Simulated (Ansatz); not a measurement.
These are results of DFT PBE, scalar-relativistic, plane waves, PAW (Ansatz 0.2.0), not measurements. Settings: cutoff 420 eV, Γ-centred meshes spaced at most about 0.3 Å⁻¹, and about 0.25 Å⁻¹ or finer for metals (2π included), Gaussian smearing. Collinear spin in cells that started with moments and kept them past the coarse steps, no spin elsewhere.

All energies are static (0 K, no zero-point motion). All come from trial cells, and lower structures may exist.

Question: Which of these relaxed structures of Ag₃SnSe is the lowest in energy?
A.

Space group Pm-3m (No. 221). a = 5.075 Å, b = 5.075 Å, c = 5.075 Å, α = 90.00°, β = 90.00°, γ = 90.00°
```json
{"atom": "Ag", "site": "3c", "symmetry": "4/mm.m", "x": "0.5000", "y": "0.0000", "z": "0.5000"}
{"atom": "Sn", "site": "1a", "symmetry": "m-3m", "x": "0.0000", "y": "0.0000", "z": "0.0000"}
{"atom": "Se", "site": "1b", "symmetry": "m-3m", "x": "0.5000", "y": "0.5000", "z": "0.5000"}
```

B.

Space group Pm-3m (No. 221). a = 5.223 Å, b = 5.223 Å, c = 5.223 Å, α = 90.00°, β = 90.00°, γ = 90.00°
| atom | site | symmetry | x | y | z |
| --- | --- | --- | --- | --- | --- |
| Ag | 3d | 4/mm.m | 0.5000 | 0.0000 | 0.0000 |
| Sn | 1a | m-3m | 0.0000 | 0.0000 | 0.0000 |
| Se | 1b | m-3m | 0.5000 | 0.5000 | 0.5000 |

C.

Space group P6/mmm (No. 191). a = 5.604 Å, b = 5.604 Å, c = 5.771 Å, α = 90.00°, β = 90.00°, γ = 120.00°
```json
{"atom": "Ag", "site": "3g", "symmetry": "mmm", "x": "0.5000", "y": "0.0000", "z": "0.5000"}
{"atom": "Sn", "site": "1a", "symmetry": "6/mmm", "x": "0.0000", "y": "0.0000", "z": "0.0000"}
{"atom": "Se", "site": "1b", "symmetry": "6/mmm", "x": "0.0000", "y": "0.0000", "z": "0.5000"}
```

D.

Space group P4mm (No. 99). a = 4.052 Å, b = 4.052 Å, c = 6.997 Å, α = 90.00°, β = 90.00°, γ = 90.00°
```tsv
atom	site	symmetry	x	y	z
Ag	2c	2mm.	0.0000	0.5000	0.9393
Ag	1a	4mm	0.0000	0.0000	0.6225
Sn	1a	4mm	0.0000	0.0000	0.2296
Se	1b	4mm	0.5000	0.5000	0.6292
```

Answer: D. It has space group P4mm (No. 99); the next, A, with the antiperovskite type, space group Pm-3m (No. 221), lies 299 meV/atom higher. Counting Ag or Sn atoms around Se (for each partner element, those within 1.25 times its shortest distance or 1.15 times the sum of covalent radii, where it is the nearest in units of that sum or under 1.3), the lowest has Se 8 and the next has Se 6. Even the lowest lies +0.08 eV/atom against the elements.

Cells relaxed within their symmetry can be saddle points. Some types were kept out of the candidates beforehand, so the set may lack a known form.
